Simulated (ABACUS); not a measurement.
# A series of runs on a model cell of Rh (P6_3/mmc, 2 atoms in the cell; prototype structure)

```
Rh
1.0
    2.69218     0.00000     0.00000
   -1.34609     2.33150     0.00000
    0.00000     0.00000     4.37101
Rh
2
Direct
  0.33333   0.66667   0.25000
  0.66667   0.33333   0.75000
```

Base run A: LDA (PW92), numerical atomic orbitals DZP (confined pseudo-atomic orbitals with Gaussian additions; energy shift 0.003 Ry), PseudoDojo 0.4 standard norm-conserving LDA (tails mended) pseudopotentials in ABACUS, self-consistent single point.

Its settings: basis = DZP numerical atomic orbitals, energy shift 0.003 Ry; KPT = Gamma 14 14 8 0 0 0; basis_type = lcao; dft_functional = PWLDA; ecutwfc = 100 Ry; smearing_method = fd; smearing_sigma = 0.00734986 Ry; potentials = PseudoDojo 0.4 standard norm-conserving LDA (tails mended); symmetry = 1; symmetry_prec = 1e-05; ks_solver = scalapack_gvx; scf_nmax = 100; scf_thr = 1.0e-07; mixing_type = broyden.

The cell was set up from a structure prototype or typed lattice constants and was not relaxed beforehand at this level. The atom-centred basis is finite, which shifts total energies and pressures against plane waves.

ΔF is the free energy per atom less that of run A. 

A variant of run A gave: the free energy goes up by 21.7 meV/atom and the pressure goes from -8.58 to -13.46 GPa.

Question: Name the change that produced these shifts.
A. lattice vector b scaled by 0.98
B. lattice vector b scaled by 1.01
C. lattice vector b scaled by 1.02
D. lattice vector b scaled by 0.99

Answer: C, lattice vector b scaled by 1.02. That run gave: ΔF (meV/atom) 21.7; pressure (GPa) -13.46; k-points 500.

The base and the other variants:

| change | ΔF (meV/atom) | pressure (GPa) | k-points |
|---|---|---|---|
| base | 0.00 | -8.58 | 120 |
| lattice vector b scaled by 0.98 | -4.0 | -2.75 | 500 |
| lattice vector b scaled by 0.99 | -4.5 | -5.80 | 500 |
| lattice vector b scaled by 1.01 | 8.9 | -11.13 | 500 |

The atomic orbitals were generated for these runs; they are not ABACUS's published sets and were checked against plane waves on a few crystals only.

“Tails mended”: in these copies of the files the far tail of each local potential was reset to the Coulomb form.
